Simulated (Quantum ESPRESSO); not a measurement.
# Moving one atom in GeZnAl2N4

The results below are calculated, not measured. They come from pw.x of Quantum ESPRESSO 7.5, a plane-wave density functional program, with PseudoDojo standard norm-conserving files (v0.5 for PBE, v0.4.1 for LDA and PBEsol). The cells are made up: elements, strain and atom displacements were drawn at random, and nothing was relaxed. There is no spin polarisation, spin-orbit coupling or dispersion term.

The cell has 8 sites of a wurtzite lattice (rectangular cell). Sites 1 to 4 hold Ge Zn Al Al; sites 5 to 8 hold N N N N. Cell vectors in Å: (3.175, 0.027, 0.004); (0.047, 5.366, -0.085); (0.007, -0.080, 5.158). Settings: PBE, cutoff 1143 eV, 6 x 4 x 4 k mesh shifted by half a step, Fermi-Dirac smearing of 0.025 eV.

Each run shifts the Al atom on site 4 along x and leaves all else fixed. Site 6 is one of its nearest neighbours. E is the free energy of the cell above the lowest run shown.

| run | shift (Å) | Fx on site 4 (eV/Å) | Fx on site 6 (eV/Å) | P (GPa) | E (meV) |
| --- | --- | --- | --- | --- | --- |
| 1 | -0.1241 | 2.563 | -2.107 | 5.59 | 200.9 |
| 2 | -0.0889 | 1.971 | -1.629 | 5.26 | 121.2 |
| 3 | -0.0472 | 1.302 | -1.096 | 4.98 | 53.1 |
| 4 | -0.0293 | 1.023 | -0.874 | 4.89 | 32.3 |
| 5 | 0.0537 | -0.242 | 0.125 | 4.77 | 0.0 |
| 7 | 0.1796 | -2.257 | 1.730 | 5.43 | 154.6 |
| 6 | 0.0831 | ? | ? | ? | ? |

A rerun of one of these cells at 1437 eV and k mesh 8 x 6 x 6 moved values by no more than 0.002 eV in the cell's energy, 0.03 GPa in stress and 0.002 eV/Å in force.

## Worked fit

A parabola through the six runs shown gives Fx on site 4 = 0.574 - 15.80 u + 0.5 u² eV/Å, with u in Å and a scatter of 0.027 eV/Å. Minus the slope, 15.80 ± 0.57 eV/Å², is this atom's force constant along x at u = 0, with its periodic images moving too. The fitted force vanishes at u = 0.036 Å, where the energy should be lowest along this line. The error is the larger of the fit's own and the change that a cubic makes, rounded up.

## Withheld run

Question: what Fx on site 4 should run 6 give?

The fit gives -0.736 eV/Å. The calculation gave -0.692 eV/Å.

```
run  shift (Å)  Fx on site 4 (eV/Å)  Fx on site 6 (eV/Å)  P (GPa)  E (meV)
  6     0.0831               -0.692                0.481     4.83     13.7
```